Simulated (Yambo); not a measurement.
G0W0@PBEsol for Ba2ScCuO4 (space group P4/mmm, No. 123) in Yambo. Reference settings: 2×2×1 Γ-centred k mesh, bands 6 to 214 and a 7 Ry block in the screening, 214 bands in G with the Bruneval-Gonze terminator, plasmon pole fitted at 27.2 eV. The PBEsol gap M → X on this mesh is 1.99 eV; G0W0 gaps are taken between the same points.

The settings were changed. The gap went from 2.90 eV to 3.11 eV, and the shift of the valence edge from -0.52 eV to -0.42 eV.

### Question
What was changed between the two runs?
(A) 6 Ry block
(B) no terminator
(C) 107 bands in W
(D) 90 bands in W, 90 bands in G

### Answer
D, 90 bands in W, 90 bands in G. The others gave (gap, valence shift): 107 bands in W: 2.99, -0.45 eV; no terminator: 2.78, -0.30 eV; 6 Ry block: 2.94, -0.55 eV.

Geometry of the Materials Project entry, not relaxed at this level; primitive cell a = 4.177 Å, b = 4.177 Å, c = 8.079 Å, α = 90.00°, β = 90.00°, γ = 90.00°.

The structure is a Materials Project entry; no match was found in the copy of COD used, and its stability was not checked.

A shift is the quasiparticle energy of the state minus its PBEsol energy.
